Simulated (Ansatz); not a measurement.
NbN:
```
CELL_PARAMETERS angstrom
      2.90561     0.00000     0.00000
     -1.45280     2.51633     0.00000
      0.00000     0.00000     5.81430
ATOMIC_POSITIONS crystal
  Nb 0.00000 0.00000 0.50000
  Nb 0.00000 0.00000 0.00000
  N  0.66667 0.33333 0.25000
  N  0.33333 0.66667 0.75000
```

Relaxed with PBEsol. Special points in fractions of this cell's reciprocal vectors: Γ (0.000, 0.000, 0.000); M (0.500, 0.000, 0.000); K (0.333, 0.333, 0.000); A (0.000, 0.000, 0.500); L (0.500, 0.000, 0.500); H (0.333, 0.333, 0.500).

**Question.** List the band energies nearest the Fermi level at these points for the program Ansatz at the PBEsol level (PAW).

**Answer.** In eV from the Fermi level; about four levels below and three above (degenerate sets whole), none deeper than 8.9 eV; points with the same levels are listed once.

```tsv
k	below	above
Γ	-1.64 -1.64 -0.37 -0.37	0.33 0.33 2.50
M	-3.54 -3.45 -2.35 -1.81	2.43 3.73 4.09
K	-6.38 -5.46 -5.46 -3.11	0.29 0.29 0.93 0.93
A	-3.67 -3.67 -3.67 -3.67 -0.51 -0.51	0.82 0.82 0.82 0.82
L	-4.07 -4.07 -1.92 -1.92	3.77 3.77 4.18 4.18
H	-4.79 -4.79 -0.30 -0.30	2.66 2.66 2.78 2.78
```

Space group P6_3/mmc (NiAs type). The first step of the workflow began from a Materials Project structure, measured or hypothetical; the Crystallography Open Database files this formula in space group No. 194, but the cells were not matched. It is not the phase usual at ambient conditions (space group No. 225). The PBEsol relaxation kept the symmetry of its start; its stability against distortions is not shown here. No spin polarisation was allowed. Spin–orbit coupling is left out wherever it is not named.

Potentials: the later of the program's two PAW sets.
